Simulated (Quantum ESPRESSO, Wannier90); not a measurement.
# Tight-binding from DFT: RbIO$_{3}$ (R3m)

```xyz
5
Lattice="3.1877 1.8404 2.6221 -3.1877 1.8404 2.6221 0.0000 -3.6809 2.6221" Properties=species:S:1:pos:R:3 pbc="T T T"
Rb     0.0000     0.0000    -3.8101
I      0.0000     0.0000     0.0083
O      1.3854    -0.7998    -0.8522
O      0.0000     1.5997    -0.8522
O     -1.3854    -0.7998    -0.8522
```

Structure: Materials Project mp-27193, symmetrised, not relaxed again. Not found in the COD (Crystallography Open Database) copy used; not checked further. Level: PBEsol, no spin polarisation, no spin-orbit coupling; pw.x of Quantum ESPRESSO at 68 Ry with PseudoDojo potentials, 6×6×6 k-points, Wannier90. Density: 8×8×8 mesh, cold smearing 0.01 Ry. Spin-orbit coupling is left out although heavy elements are present.

Bands 9-11 form an isolated set from -6.04 to -3.52 eV relative to the valence-band maximum (on the path) and are turned into 3 Wannier functions by minimising the spread from the start: SCDM (isolated).

### Question
Where do the functions sit, how wide are they and what are they made of?

### Answer
```tsv
functions	spread (Å²)	nearest atom, distance (Å)	second atom, distance (Å)	weight on atomic waves
3	3.78	I 0.78	O 1.09	O 2p 57 %, I 5p 30 %, O 2s 9 %
```

Ω_I = 10.80 Å², Ω_total = 11.35 Å²; the interpolated bands follow pw.x to 3.0 meV rms on the path. Only this start was tried; a symmetric start can stop on a saddle, and mixtures of these functions could lower the total by at most Ω_total − Ω_I.
